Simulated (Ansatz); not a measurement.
Relaxed-ion elastic tensor of MgTe (CsCl type, space group No. 221) in GPa (Voigt order), DFT-PBEsol in the program Ansatz with PAW potentials; density 5.11 g/cm³, 24.67 Å³ per atom.

```
63.4  41.8  41.8   0.0   0.0   0.0
41.8  63.4  41.8   0.0   0.0   0.0
41.8  41.8  63.4   0.0   0.0   0.0
 0.0   0.0   0.0  -0.3   0.0   0.0
 0.0   0.0   0.0   0.0  -0.3   0.0
 0.0   0.0   0.0   0.0   0.0  -0.3
```

Q: Is the crystal mechanically stable?

A: On the edge, within the error: the smallest eigenvalue of C is -0.3 GPa.

Space group Pm-3m (CsCl type). The cell is a constructed one: a structure type filled with these elements; neither database checked (COD, Materials Project) lists it. COD files the formula under space group No. 186, so this cell is another polymorph or a model. Whether it is the stable phase at ambient conditions was not checked. The cell was relaxed with PBEsol under the symmetry of its start. At this level the phase is dynamically unstable (imaginary phonons). As this level gives no gap, shear constants depend on the k-mesh and smearing (Fermi–Dirac, 0.1 eV here). Scalar-relativistic: spin–orbit coupling is off unless named, which matters more the heavier the elements.

Potentials: the later of the program's two PAW sets.
